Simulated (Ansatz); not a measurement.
Given:

InBi:
```cif
data_BiIn
_chemical_formula_sum 'In1 Bi1'
_space_group_name_H-M_alt 'P 1'
_space_group_IT_number 1
_cell_length_a 4.69867
_cell_length_b 4.69867
_cell_length_c 4.69867
_cell_angle_alpha 60.000
_cell_angle_beta 60.000
_cell_angle_gamma 60.000
loop_
_space_group_symop_operation_xyz
  'x, y, z'
loop_
_atom_site_label
_atom_site_type_symbol
_atom_site_fract_x
_atom_site_fract_y
_atom_site_fract_z
_atom_site_occupancy
In1 In 0.00000 0.00000 0.00000 1
Bi1 Bi 0.75000 0.75000 0.75000 1
```

This is the LDA-relaxed structure.

All from the program Ansatz at the LDA level (PAW), unless another level is named. Estimate the Hill bulk and shear moduli.

39.2 and 15.1 GPa.

What about the vibrational entropy at 300 K?

51.0 J/(K·mol of atoms).

Give the highest zone-centre frequency.

18.0 meV.

Next, the zero-point energy?

17.5 meV/atom.

Space group F-43m (zinc blende). The workflow started from a Materials Project entry (that database holds measured and hypothetical structures alike); the Crystallography Open Database copy checked does not list it. COD files the formula under space group No. 129, so this cell is another polymorph or a model. With In and Bi taken as one species the cell has the higher symmetry Fd-3m, so it may be an ordered model of a mixed-site phase. Its standing as an ambient phase is unchecked. The cell was relaxed with LDA under the symmetry of its start; phonons on a q-mesh show no instability. As this level gives no gap, shear constants depend on the k-mesh and smearing (Fermi–Dirac, 0.1 eV here). Spin–orbit coupling is left out wherever it is not named.

Potentials: the later of the program's two PAW sets.
